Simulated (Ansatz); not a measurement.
Eigenvalues along a path: W (fcc type)

```
W
1.0
     0.00000    1.74666    1.74666
     1.74666    0.00000    1.74666
     1.74666    1.74666    0.00000
W
1
Direct
  0.00000 0.00000 0.00000
```

The cell comes from a relaxation on PAW files under the same functional, begun from a prototype that needn't be the stable phase.

All numbers are LDA results (scalar-relativistic) from Ansatz 0.2.0, with a Γ-centred 16×16×16 k mesh, Fermi–Dirac smearing of 0.08 eV, no spin polarisation. Methods: LAPW: all electrons, basis error target 1 meV/atom.

This run: volume at 0.68 of the series' base cell.

Spin–orbit coupling is left out, which matters for the heavy atoms. The structure type is held throughout; the real material can change phase at far lower pressure.

Path points, in fractions of the reciprocal vectors: Γ (0.000, 0.000, 0.000), X (0.500, 0.000, 0.500), U (0.625, 0.250, 0.625), K (0.375, 0.375, 0.750), L (0.500, 0.500, 0.500), W (0.500, 0.250, 0.750). The distance column jumps between branches of the path. Levels in eV from the Fermi level; bands 20 to 25, counted from the lowest band of the run. The gap is zero, the pressure 251.2 GPa.

```
# k(1/Å) point b20 b21 b22 b23 b24 b25
0.000 Γ -10.73 -1.62 -1.62 -1.62 3.95 3.95
0.225 - -10.32 -2.05 -1.36 -1.36 3.34 4.09
0.450 - -9.19 -3.10 -0.58 -0.58 1.86 4.49
0.674 - -7.75 -4.39 0.32 0.66 0.66 5.12
0.899 - -6.95 -5.64 -0.04 2.32 2.32 5.94
1.124 - -7.46 -6.71 1.52 4.33 4.33 6.84
1.349 - -8.42 -7.51 4.03 6.58 6.58 7.70
1.574 - -9.16 -8.01 6.37 8.34 8.82 8.82
1.799 X -9.42 -8.18 7.39 8.58 10.04 10.04
1.878 - -9.38 -8.13 7.02 8.43 9.99 10.44
1.958 - -9.26 -7.98 6.23 8.02 9.86 11.30
2.037 - -9.08 -7.73 5.33 7.44 9.65 12.32
2.117 - -8.85 -7.37 4.42 6.76 9.37 13.41
2.196 - -8.61 -6.89 3.53 6.05 9.01 13.79
2.276 - -8.34 -6.33 2.66 5.33 8.60 13.09
2.355 - -8.05 -5.70 1.84 4.63 8.14 12.44
2.435 U -7.73 -5.05 1.06 3.96 7.64 11.89
3.536 K -7.73 -5.05 1.06 3.96 7.64 11.89
3.774 - -6.64 -3.38 -0.97 2.26 5.98 11.16
4.013 - -5.43 -2.85 -2.47 1.12 4.25 11.89
4.251 - -4.82 -3.39 -2.83 0.61 2.61 11.15
4.490 - -5.86 -3.70 -1.82 0.73 1.16 8.13
4.728 - -7.46 -3.43 -0.86 -0.02 1.41 5.39
4.967 - -9.06 -2.75 -0.90 -0.79 2.45 4.07
5.205 - -10.27 -1.98 -1.44 -1.34 3.49 3.91
5.444 Γ -10.73 -1.62 -1.62 -1.62 3.95 3.95
5.638 - -10.42 -1.84 -1.48 -1.48 3.78 3.78
5.833 - -9.59 -2.31 -1.13 -1.13 3.42 3.42
6.028 - -8.58 -2.58 -0.84 -0.84 3.31 3.31
6.223 - -7.92 -2.07 -0.92 -0.92 3.90 3.90
6.417 - -7.87 -1.30 -1.30 -0.62 5.14 5.14
6.612 - -8.09 -1.72 -1.72 1.23 6.66 6.66
6.807 - -8.31 -2.02 -2.02 2.77 8.00 8.00
7.001 L -8.39 -2.13 -2.13 3.38 8.56 8.56
7.160 - -8.18 -2.40 -1.95 3.00 8.47 8.96
7.319 - -7.60 -3.09 -1.41 2.05 8.22 10.03
7.478 - -6.75 -3.94 -0.53 0.87 7.82 11.47
7.637 - -5.77 -4.76 -0.31 0.61 7.39 13.00
7.796 - -5.43 -4.78 -1.35 1.64 7.32 14.44
7.955 - -5.92 -3.87 -2.16 2.01 8.10 15.17
8.114 - -6.21 -3.15 -2.68 1.81 9.40 15.67
8.273 W -6.30 -2.86 -2.86 1.64 10.07 16.82
8.386 - -6.48 -4.01 -1.62 1.93 10.07 16.49
8.498 - -6.95 -5.05 -0.29 2.71 10.06 15.95
8.610 - -7.55 -5.96 1.09 3.81 10.06 15.19
8.723 - -8.15 -6.74 2.52 5.07 10.05 14.22
8.835 - -8.68 -7.36 3.97 6.34 10.05 13.09
8.948 - -9.08 -7.81 5.40 7.47 10.04 11.87
9.060 - -9.33 -8.08 6.70 8.28 10.04 10.69
9.173 X -9.42 -8.18 7.39 8.58 10.04 10.04
```
